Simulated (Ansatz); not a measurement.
FeSi2 in space group P4/mmm (No. 123; Fe on 1c, Si on 2g) under volume change, r²SCAN in the plane-wave PAW code Ansatz, shape and atoms relaxed at each volume.

```
V (Å³/atom)  E − E(relaxed) (meV/atom)  P (GPa)
-----------  -------------------------  -------
11.149                            70.4    22.34
11.517                            29.4    13.60
11.884                             7.0     6.21
12.252                             0.0     0.01
12.619                             6.3    -5.38
12.987                            24.1   -10.00
13.354                            51.6   -13.90
```

### Question
What does a third-order Birch–Murnaghan fit give for V₀, B₀ and B′?

### Answer
V₀ = 12.25 Å³/atom, B₀ = 194 GPa, B′ = 4.3.

The workflow started from an entry of the Crystallography Open Database (COD), which files this formula under 2 space groups. Its standing as an ambient phase is unchecked. The r²SCAN relaxation kept the symmetry of its start; whether a distortion lowers the energy is not shown. Magnetic state: ferromagnetic, the only order run, not a proven ground state. The cell computed holds one magnetic atom, so no antiferromagnetic order was within reach. Other orbital occupations within this spin state were not tried.

Potentials: the later of the program's two PAW sets.
